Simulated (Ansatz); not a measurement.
Na:
```yaml
crystal:
  lattice:
    - [3.59436, 0.00000, 0.00000]
    - [-1.79718, 3.11280, 0.00000]
    - [0.00000, 0.00000, 5.96573]
  atoms:
    - { symbol: Na, position: [0.33333, 0.66667, 0.25000] }
    - { symbol: Na, position: [0.66667, 0.33333, 0.75000] }
```

Relaxed with LDA. Special points in fractions of this cell's reciprocal vectors: Γ (0.000, 0.000, 0.000); M (0.500, 0.000, 0.000); K (0.333, 0.333, 0.000); A (0.000, 0.000, 0.500); L (0.500, 0.000, 0.500); H (0.333, 0.333, 0.500).

Problem. List the band energies nearest the Fermi level at these points for the program Ansatz at the LDA level (PAW).

Solution. In eV from the Fermi level; about four levels below and three above (degenerate sets whole), none deeper than 8.9 eV; … stands for higher levels left out; points with the same levels are listed once.

```tsv
k	below	above
Γ	-3.50	0.52 0.93 10.69 10.69
M	–	0.30 0.43 4.04
K	–	1.42 1.66 1.66
A	-2.42 -2.42	5.68 5.68 …
L	–	1.15 1.15 1.66 1.66
H	–	2.24 2.24 2.39 2.39
```

Space group P6_3/mmc (hcp (Mg type)). The first step of the workflow began from a Materials Project structure, measured or hypothetical; the Crystallography Open Database files this formula in space group No. 194, but the cells were not matched. It is not the phase usual at ambient conditions (space group No. 229). The cell was relaxed with LDA under the symmetry of its start; of distortions, only those at the zone centre were tested.

Potentials: the earlier of the program's two PAW sets.
